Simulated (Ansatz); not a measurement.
Start of a relaxation of Ga2GeO:

```cif
data_structure
_symmetry_space_group_name_H-M 'P-6m2'
_symmetry_Int_Tables_number 187
_cell_length_a 3.5687
_cell_length_b 3.5687
_cell_length_c 4.8037
_cell_angle_alpha 90.000
_cell_angle_beta 90.000
_cell_angle_gamma 120.000
_cell_volume 52.98
loop_
_atom_site_label
_atom_site_type_symbol
_atom_site_symmetry_multiplicity
_atom_site_Wyckoff_symbol
_atom_site_fract_x
_atom_site_fract_y
_atom_site_fract_z
_atom_site_occupancy
Ga1 Ga 2 g 0.00000 0.00000 0.75048 1
Ge1 Ge 1 f 0.66667 0.33333 0.50000 1
O1 O 1 c 0.33333 0.66667 0.00000 1
```

All numbers below come from DFT PBE, scalar-relativistic, plane waves, PAW (Ansatz). Cutoff 420 eV, Gaussian smearing, Γ-centred meshes. Cell and atoms relax first on a coarse mesh and then on a finer one. In between, the cell is made exact in the group found at 0.06 Å. In metals the finer mesh still leaves noise of several meV/atom or more. The steps can't lower the symmetry of their start. No spin polarisation.

A guess keeps its type if space group and coordination stay and the shape of the cell changes little (axis ratios within about 15 %, angles within 6°); the volume may change.

**Question.** Does it keep its structure type, or change into something else?

**Answer.** It doesn't keep its type. The symmetry stays P-6m2 (No. 187). The volume per atom grows by 17.2 %, from 13.2 to 15.5 Å³. The shortest distance goes from 2.38 Å (Ga–O) to 2.28 Å (Ga–O). The ratio c/a of the conventional cell changes by a factor of 1.98. Counting neighbours within 15 % of an atom's shortest distance, the start has Ga 8, Ge 6, O 6 and the end Ga 3, Ge 12, O 6. In detail, at the end Ga is surrounded by 3 O at 2.28 Å, 7 Ga at 2.96–3.00 Å and 3 Ge at 3.05 Å; Ge has 6 Ge at 3.00 Å and 6 Ga at 3.05 Å; around O lie 6 Ga at 2.28 Å.

```cif
data_structure
_symmetry_space_group_name_H-M 'P 1'
_symmetry_Int_Tables_number 1
_cell_length_a 2.9952
_cell_length_b 2.9952
_cell_length_c 7.9928
_cell_angle_alpha 90.000
_cell_angle_beta 90.000
_cell_angle_gamma 120.000
_cell_volume 62.10
loop_
_atom_site_label
_atom_site_type_symbol
_atom_site_fract_x
_atom_site_fract_y
_atom_site_fract_z
_atom_site_occupancy
Ga1 Ga 0.00000 0.00000 0.81495 1
Ga2 Ga 0.00000 0.00000 0.18505 1
Ge1 Ge 0.66667 0.33333 0.50000 1
O1 O 0.33333 0.66667 0.00000 1
```

Energies over the elements count from the elements' standard structures at the same level (O₂ as a molecule), with no fitted energy shifts.

**Question.** At what energy does it end?

**Answer.** −0.35 eV/atom. Whether it is stable depends on the other phases of the system, which aren't compared here.

The last run used an 18×18×8 mesh (in the run's order of axes) for its 4-atom cell and Gaussian smearing of 0.10 eV. A structure relaxed within its symmetry needn't be a true minimum.
